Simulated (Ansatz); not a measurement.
A plane-wave DFT run in Ansatz 0.2.0 (scalar-relativistic PAW potentials unless the input names others): input and command.

```yaml
crystal:
  lattice:
    - [2.1427035613, -5.2788390282, 0.0]
    - [2.1427035613, 5.2788390282, 0.0]
    - [0.0, 0.0, 3.8429203429]
  atoms:
    - { symbol: "Y", position: [0.1403410956, 0.8596589044, 0.25] }
    - { symbol: "Y", position: [0.8596589044, 0.1403410956, 0.75] }
    - { symbol: Si, position: [0.4242811018, 0.5757188982, 0.25] }
    - { symbol: Si, position: [0.5757188982, 0.4242811018, 0.75] }
basis:
  ecutwfc: 500
kpoints:
  mp_grid: { grid: [1, 1, 1] }
hamiltonian:
  xc: r2scan
scf:
  occupations: { method: gaussian, width: 0.1 }
  max_iter: 80
output:
  forces: true
  eigenvalues: true
  stress: true
```

```bash
ansatz run input.yaml --threads 1 --pin off --max-ram 2560MiB --backend cpu --events-out ev --progress --plain --runs-dir out
```

Abridged log:
```
Basis set: ecut = 500 eV, 2207 PW (Γ), exchange–correlation on 180×180×120 points (64 copies of the dense FFT grid, shifted against one another)
Bands: 19, of which v1, the nominal top of the filled ones, is band 15 counted from 1 (14 counted from 0)
Symmetry: 8 space group operations
k-points: 1
SCF iter   1: F=—  HF=-8996.325602 eV  |F-HF|=—  |Δ(HF+E_count)|=         —  Δρ=4.40e-2  dr2=3.07e0  dr2_τ=5.76e-2  ethr=1.77e-3  ⟨swp⟩=6.0  Hψ=93  notcnv=0
SCF iter   2: F=—  HF=-8996.161793 eV  |F-HF|=—  |Δ(HF+E_count)|=   1.64e-1  Δρ=2.74e-2  dr2=9.77e-1  dr2_τ=6.39e-3  ethr=1.77e-3  ⟨swp⟩=3.0  Hψ=38  notcnv=0
SCF iter   3: F=—  HF=-8996.137322 eV  |F-HF|=—  |Δ(HF+E_count)|=   2.45e-2  Δρ=4.41e-3  dr2=2.70e-2  dr2_τ=1.69e-3  ethr=1.77e-3  ⟨swp⟩=3.0  Hψ=31  notcnv=0
SCF iter   4: F=—  HF=-8996.138316 eV  |F-HF|=—  |Δ(HF+E_count)|=   9.94e-4  Δρ=3.03e-3  dr2=1.19e-2  dr2_τ=2.38e-4  ethr=9.00e-5  ⟨swp⟩=3.0  Hψ=37  notcnv=0
SCF iter   5: F=—  HF=-8996.138984 eV  |F-HF|=—  |Δ(HF+E_count)|=   6.68e-4  Δρ=1.44e-3  dr2=2.57e-3  dr2_τ=1.72e-5  ethr=3.96e-5  ⟨swp⟩=1.0  Hψ=19  notcnv=0
SCF iter   6: F=—  HF=-8996.139185 eV  |F-HF|=—  |Δ(HF+E_count)|=   2.01e-4  Δρ=4.48e-4  dr2=2.98e-4  dr2_τ=1.34e-6  ethr=8.56e-6  ⟨swp⟩=2.0  Hψ=21  notcnv=0
SCF iter   7: F=—  HF=-8996.139181 eV  |F-HF|=—  |Δ(HF+E_count)|=   4.56e-6  Δρ=9.47e-5  dr2=1.24e-5  dr2_τ=1.07e-7  ethr=9.92e-7  ⟨swp⟩=2.0  Hψ=24  notcnv=0
SCF iter   8: F=—  HF=-8996.139190 eV  |F-HF|=—  |Δ(HF+E_count)|=   8.70e-6  Δρ=7.95e-6  dr2=1.01e-7  dr2_τ=7.36e-9  ethr=4.14e-8  ⟨swp⟩=2.0  Hψ=25  notcnv=0
SCF iter   9: F=-8996.139190 eV  HF=-8996.139190 eV  |F-HF|=2.16e-10  |Δ(HF+E_count)|=   2.20e-8  Δρ=1.76e-6  dr2=3.09e-9  dr2_τ=9.63e-11  ethr=3.33e-10  ⟨swp⟩=5.0  Hψ=88  notcnv=0
SCF 1 converged in 9 iterations: F = -8996.139190 eV  dr2 = 3.09e-9
SCF converged after 9 iterations
Free energy (F): -8996.139190 eV
Harris-Foulkes:  -8996.139190 eV  (|F-HF|=2.16e-10)
Internal energy: -8996.092533 eV  (E = F + TS)
E sigma→0 (E₀):  -8996.115861 eV
Entropy (-TS):   -0.046657 eV (-11.664 meV/atom)
Fermi energy:    10.979095 eV
--- Forces (eV/Å), atoms counted from 1 ---
  atom   1  Y      0.00000000     1.98356680     0.00000000
  atom   2  Y      0.00000000    -1.98356680     0.00000000
  atom   3  Si     0.00000000    -6.28254975     0.00000000
  atom   4  Si     0.00000000     6.28254975     0.00000000
--- Stress (GPa, compression-positive) ---
        3.576958       0.000000       0.000000
        0.000000       0.818313       0.000000
        0.000000       0.000000      -2.813224
  P = ⅓ Tr σ = 0.5273 GPa (5.273 kbar)
```

Problem. What should be changed?

Solution. The fault is one k-point for a small cell (kpoints.mp_grid.grid: [10, 10, 12] → [1, 1, 1], the first being the value of the sound run). Setting it back cures it. The run converged all the same, with an energy at zero smearing 1.3 eV/atom above the reference's, pressure 0.53 GPa, largest force 6.283 eV/Å, gap on the mesh 0.19 eV, so convergence alone doesn't show that an input is right. A reference run from the same start on usual settings converged with pressure 0.00 GPa, largest force 0.001 eV/Å, no gap on the mesh.

It took 3.5 s on 1 thread of Intel(R) Xeon(R) Platinum 8375C CPU @ 2.90GHz (Ice Lake), on a shared host, peak memory 0.6 GiB.